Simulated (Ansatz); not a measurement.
BAs in space group P6_222 (No. 180; B on 3d, As on 3c) under volume change, DFT-PBE in the program Ansatz with PAW potentials, shape and atoms relaxed at each volume.

```json
[
 {"V (Å³/atom)": "11.756", "E − E(relaxed) (meV/atom)": "(withheld)", "P (GPa)": "(withheld)"},
 {"V (Å³/atom)": "12.143", "E − E(relaxed) (meV/atom)": "22.0", "P (GPa)": "9.61"},
 {"V (Å³/atom)": "12.531", "E − E(relaxed) (meV/atom)": "5.2", "P (GPa)": "4.43"},
 {"V (Å³/atom)": "12.919", "E − E(relaxed) (meV/atom)": "0.0", "P (GPa)": "0.00"},
 {"V (Å³/atom)": "13.306", "E − E(relaxed) (meV/atom)": "(withheld)", "P (GPa)": "(withheld)"},
 {"V (Å³/atom)": "13.694", "E − E(relaxed) (meV/atom)": "17.8", "P (GPa)": "-6.99"},
 {"V (Å³/atom)": "14.081", "E − E(relaxed) (meV/atom)": "38.1", "P (GPa)": "-9.72"}
]
```

**Question.** Complete the blanks.

**Answer.** 
- 11.756, E − E(relaxed) (meV/atom): 52.4
- 11.756, P (GPa): 15.69
- 13.306, E − E(relaxed) (meV/atom): 4.7
- 13.306, P (GPa): -3.77

**Question.** What does a third-order Birch–Murnaghan fit give for V₀, B₀ and B′?

**Answer.** V₀ = 12.92 Å³/atom, B₀ = 136 GPa, B′ = 4.3.

The start of the workflow was typed in or built on a structure type; neither database checked (COD, Materials Project) lists it. It is not the phase usual at ambient conditions (space group No. 216). The PBE relaxation kept the symmetry of its start; its stability against distortions is not shown here. Its formation energy is positive at this level, so the cell may be metastable or incomplete.

Potentials: the later of the program's two PAW sets.
